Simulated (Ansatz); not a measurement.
Ca:
```
CELL_PARAMETERS angstrom
      0.00000     2.76280     2.76280
      2.76280     0.00000     2.76280
      2.76280     2.76280     0.00000
ATOMIC_POSITIONS crystal
  Ca 0.00000 0.00000 0.00000
```

Relaxed with PBE. Special points in fractions of this cell's reciprocal vectors: Γ (0.000, 0.000, 0.000); X (0.500, 0.000, 0.500); U (0.625, 0.250, 0.625); K (0.375, 0.375, 0.750); L (0.500, 0.500, 0.500); W (0.500, 0.250, 0.750).

Question: List the band energies nearest the Fermi level at these points for DFT-PBE in the program Ansatz with PAW potentials.

Answer: In eV from the Fermi level; about four levels below and three above (degenerate sets whole), none deeper than 8.9 eV; points with the same levels are listed once.

| k | below | above |
|---|---|---|
| Γ | -4.02 | 2.33 2.33 2.33 |
| X | -0.45 | 0.58 0.96 4.08 |
| U | – | 0.03 0.41 0.83 |
| L | -0.98 -0.16 | 2.22 2.22 4.09 4.09 |
| W | – | 0.20 0.69 0.69 |

Space group Fm-3m (fcc (Cu type)). The PBE relaxation kept the symmetry of its start.

Potentials: the earlier of the program's two PAW sets.
